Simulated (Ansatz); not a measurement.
CeAgGe in space group P6_3mc (No. 186; Ce on 2a, Ag on 2b, Ge on 2b), DFT-PBE in the program Ansatz with PAW potentials, all energies at zero smearing, with the estimated change up to a 700 eV cutoff added, with one set of potentials and settings (totals compare only within such a set). Cell of 6 atoms (2 Ce, 2 Ag, 2 Ge): -36925.373 eV.

```
element             reference phase  E (eV/atom)
-------  --------------------------  -----------
Ce       Fm-3m, 1 atoms in the cell   -6575.5970
Ag        R-3m, 3 atoms in the cell   -7590.5531
Ge       Fd-3m, 2 atoms in the cell   -4294.9847
```

Formation energy per atom, worked out: (-36925.373 − 2×(-6575.5970) − 2×(-7590.5531) − 2×(-4294.9847))/6 = -0.517 eV/atom (-50 kJ per mol of atoms), at 0 K, without zero-point energy or fitted corrections.

The workflow started from an entry of the Crystallography Open Database (COD). Whether it is the stable phase at ambient conditions was not checked. Symmetry was held in the PBE relaxation; its stability against distortions is not shown here. Spin order of the final state: ferromagnetic, chosen from 2 collinear starts compared on coarse meshes (ties went to the first, and starts can fall back to one state), not a proven ground state. The 4f shell is in the valence, and the state reached may lie above the lowest one. No Hubbard U is applied. The references are the lowest solids computed at this level, not always the standard phases. Spin–orbit coupling is left out wherever it is not named.

Potentials: the later of the program's two PAW sets.
